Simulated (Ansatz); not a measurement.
LaN:
```
LaN
1.0
    4.38949     0.00000     0.00000
    0.00000     4.38949     0.00000
    0.00000     0.00000     3.61227
La N
2 2
Direct
  0.50000   0.00000   0.27763
  0.00000   0.50000   0.72237
  0.50000   0.50000   0.00000
  0.00000   0.00000   0.00000
```

PBEsol in the plane-wave PAW code Ansatz gives a gap of 1.33 eV without spin–orbit coupling, maximum on the M–Γ line, 60 % of the way from M, minimum at Γ.

What happens when spin–orbit coupling is switched on?

The gap hardly moves, to 1.33 eV; maximum on the M–Γ line, 60 % of the way from M, minimum at Γ.

Give the electron effective mass with spin–orbit coupling.

0.43, 0.43, 1.7 mₑ (principal values).

Give the hole effective mass with spin–orbit coupling.

0.48, 1.00, 1.2 mₑ (principal values).

Space group P4/nmm. The workflow started from a Materials Project entry (that database holds measured and hypothetical structures alike); the Crystallography Open Database copy checked does not list it. COD files the formula under space group No. 225, so this cell is another polymorph or a model. Whether it is the stable phase at ambient conditions was not checked. The cell was relaxed with PBEsol under the symmetry of its start. At this level the phase is mechanically unstable.

Potentials: the later of the program's two PAW sets.
